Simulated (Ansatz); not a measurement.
## Is this Ga4Sb3As structure stable?

The structure comes from a generated guess, relaxed at this level; another structure or a mixture of phases may lie lower.

All numbers below come from DFT PBE, scalar-relativistic, plane waves, PAW (Ansatz 0.2.0). The final run on the 8-atom cell used 420 eV, a Γ-centred 10×6×6 mesh, 0.10 eV smearing and no spin polarisation.

```xyz
8
Lattice="4.3139 0.0000 0.0000 0.0000 8.6289 0.0000 0.0000 0.0000 6.0926" Properties=species:S:1:pos:R:3 pbc="T T T"
Ga    0.0000    6.5886    0.0521
Ga    2.1569    4.3145    3.0948
Ga    0.0000    2.0403    0.0521
Ga    2.1569    0.0000    2.8998
Sb    2.1569    6.5346    4.5685
Sb    0.0000    4.3145    1.5223
Sb    2.1569    2.0943    4.5685
As    0.0000    0.0000    1.5199
```

Energies over the elements count from the elements' standard structures at the same level, with no fitted energy shifts.

**Question.** These tests were run: energy against the elements; phonons on a 2×1×1 q mesh. What do they show?

**Answer.**

| test | result |
| --- | --- |
| energy against the elements | −0.20 eV/atom |
| phonons on a 2×1×1 q mesh | no imaginary mode on the mesh, but the interpolation dips to 9i cm⁻¹ between its points |

It fails none of these tests. Whether a mixture of other phases lies lower isn't tested here.

Spin–orbit coupling, which can matter for Sb, is left out. The reference form of As is held partly by dispersion forces, which this level lacks. The run for the phonons used a 10×6×6 k mesh and Fermi–Dirac smearing of 0.15 eV.
